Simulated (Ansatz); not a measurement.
HfN (rock salt, Fm-3m) at seven volumes, r²SCAN (plane waves, PAW; program Ansatz), scaled uniformly. One row is withheld.

```csv
V (Å³/atom),P (GPa)
10.543,32.40
10.890,19.85
11.238,9.13
11.585,-0.03
11.933,-7.86
12.281,?
12.628,-20.27
```

Task: Fit the shown pressures and predict the withheld one.

Result: P = (3/2)B₀(x^(7/2) − x^(5/2))[1 + (3/4)(B′ − 4)(x − 1)] with x = (V₀/V)^(2/3). Least squares on the six rows gives V₀ = 11.584 Å³/atom, B₀ = 282 GPa, B′ = 4.23. At V = 12.281, x = 0.9618 and P = -14.56 GPa. The run itself gave -14.55 GPa.

The r²SCAN relaxation kept the symmetry of its start. No spin polarisation was allowed. Scalar-relativistic: spin–orbit coupling is off unless named, which matters more the heavier the elements.

Potentials: the later of the program's two PAW sets.
